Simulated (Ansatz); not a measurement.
Relaxed Ru (hcp, Mg type):

```yaml
crystal:
  lattice:
    - [2.70456, 0.00000, 0.00000]
    - [-1.35228, 2.34222, 0.00000]
    - [0.00000, 0.00000, 4.26009]
  atoms:
    - { symbol: Ru, position: [0.33333, 0.66667, 0.75000] }
    - { symbol: Ru, position: [0.66667, 0.33333, 0.25000] }
```

In each cell atom 2 (Ru, nearest neighbour Ru at 2.641 Å; its periodic images, 2.7 Å or more away, move with it) moves by s·(0.577, 0.577, 0.577) (along Cartesian [111]), the rest being held.

Method: r2SCAN (plane waves to 500 eV, PAW, scalar-relativistic; Ansatz, a program for electronic structure). k mesh 16×16×9 (Γ-centred), Fermi-Dirac smearing 0.05 eV. The energy includes the smearing's −TS. Left out: 4 of 11 points, with atoms too close for the PAW data. With partly filled bands, energies and forces of such displacements shift with the k mesh and the smearing. Ru is run without spin polarisation. Ru was relaxed with its symmetry unable to fall. ΔE is measured from the undisplaced structure. The last digit holds for this mesh only.

| s (Å) | ΔE (meV/cell) |
|---|---|
| -0.474 | 1100.2 |
| -0.316 | 472.3 |
| -0.158 | withheld |
| 0.000 | 0.0 |
| 0.158 | 114.1 |
| 0.316 | 457.7 |
| 0.474 | 1095.5 |

Fit a polynomial form (powers 2, 3, 4) to the given rows and predict ΔE at s = -0.158.

Least squares on the 6 given rows: ΔE = (4478)·s² + (-38.74)·s³ + (1817)·s⁴, in meV/cell with s in Å; root-mean-square residual 3.70 meV/cell. At -0.158 the fit gives 113.1 meV/cell; the calculation gives 117.5 meV/cell, so the interpolation is off by -4.4 (-3.7 %). The quadratic term alone would give 111.8 meV/cell.

(For displaced atoms, the force is minus the slope of the energy, and its curvature is a force constant, which sets phonon frequencies.)
